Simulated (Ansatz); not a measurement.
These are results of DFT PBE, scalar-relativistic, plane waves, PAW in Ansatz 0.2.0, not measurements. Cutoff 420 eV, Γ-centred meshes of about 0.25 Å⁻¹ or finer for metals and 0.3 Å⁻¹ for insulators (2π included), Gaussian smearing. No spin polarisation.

This relaxed Ta₂Bi₂O cell comes from a structure search over trial cells.

```cif
data_structure
_symmetry_space_group_name_H-M 'Cmce'
_symmetry_Int_Tables_number 64
_cell_length_a 14.8320
_cell_length_b 5.7880
_cell_length_c 5.7850
_cell_angle_alpha 90.000
_cell_angle_beta 90.000
_cell_angle_gamma 90.000
_cell_volume 496.62
loop_
_atom_site_label
_atom_site_type_symbol
_atom_site_symmetry_multiplicity
_atom_site_Wyckoff_symbol
_atom_site_fract_x
_atom_site_fract_y
_atom_site_fract_z
_atom_site_occupancy
Ta1 Ta 8 f 0.50000 0.78052 0.71969 1
Bi1 Bi 8 d 0.34283 0.00000 0.50000 1
O1 O 4 b 0.50000 0.00000 0.00000 1
```

Problem. Does it survive phonon and random-displacement tests?

Solution. As far as tested, yes. The phonons at Γ show no imaginary mode. (Phonon run: 6×6×6 k mesh, Gaussian smearing of 0.10 eV.) After random moves of the atoms it relaxes back. Other q points weren't tested. The optical modes at Γ run from 36 to 637 cm⁻¹. Ta is surrounded by 2 O at 2.06 Å, 4 Ta at 2.91–2.92 Å, 2 Bi at 2.94 Å, 2 Bi at 3.27 Å and 1 Ta at 3.59 Å; Bi is surrounded by 2 Ta at 2.94 Å and 2 Ta at 3.27 Å; O has 4 Ta at 2.06 Å.

Spin–orbit coupling, which can matter for Bi and Ta, is left out. Phonons of metals hang on the k mesh and the smearing.
